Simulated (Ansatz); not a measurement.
AlAu₄:
```xyz
20
Lattice="6.9221 0.0000 0.0000 0.0000 6.9221 0.0000 0.0000 0.0000 6.9221" Properties=species:S:1:pos:R:3 pbc="T T T"
Al     0.4352     0.4352     0.4352
Al     3.0258     6.4869     3.8962
Al     3.8962     3.0258     6.4869
Al     6.4869     3.8962     3.0258
Au     4.7288     4.7288     4.7288
Au     5.6543     2.1933     1.2677
Au     1.2677     5.6543     2.1933
Au     2.1933     1.2677     5.6543
Au     5.4480     6.5781     2.6543
Au     4.9351     0.3440     6.1154
Au     1.9870     3.8050     4.2678
Au     1.4741     3.1171     0.8067
Au     2.6543     5.4480     6.5781
Au     6.1154     4.9351     0.3440
Au     4.2678     1.9870     3.8050
Au     0.8067     1.4741     3.1171
Au     6.5781     2.6543     5.4480
Au     0.3440     6.1154     4.9351
Au     3.8050     4.2678     1.9870
Au     3.1171     0.8067     1.4741
```

Relaxed with PBEsol. Special points in fractions of this cell's reciprocal vectors: Γ (0.000, 0.000, 0.000); X (0.000, 0.500, 0.000); M (0.500, 0.500, 0.000); R (0.500, 0.500, 0.500); X1 (0.500, 0.000, 0.000).

List the band energies nearest the Fermi level at these points for PBEsol (plane waves, PAW; program Ansatz).

In eV from the Fermi level; about four levels below and three above (degenerate sets whole), none deeper than 8.9 eV; points with the same levels are listed once.

```csv
k,below,above
Γ,-0.37 -0.37 -0.37 -0.20 -0.20,0.34 0.34 0.34
X,-0.68 -0.68 -0.40 -0.40,0.52 0.52 1.07 1.07
M,-1.53 -1.53 -1.52 -1.52 -0.31 -0.31,1.06 1.06 1.50 1.50
R,-2.28 -2.28 -2.28 -2.28,0.43 0.43 0.43 0.43
```

Space group P2_13. The workflow started from a Materials Project entry (that database holds measured and hypothetical structures alike); the Crystallography Open Database files this formula in space group No. 198, but the cells were not matched. Whether it is the stable phase at ambient conditions was not checked. Symmetry was held in the PBEsol relaxation; whether a distortion lowers the energy is not shown. Scalar-relativistic: spin–orbit coupling is off unless named, which matters more the heavier the elements.

Potentials: the later of the program's two PAW sets.
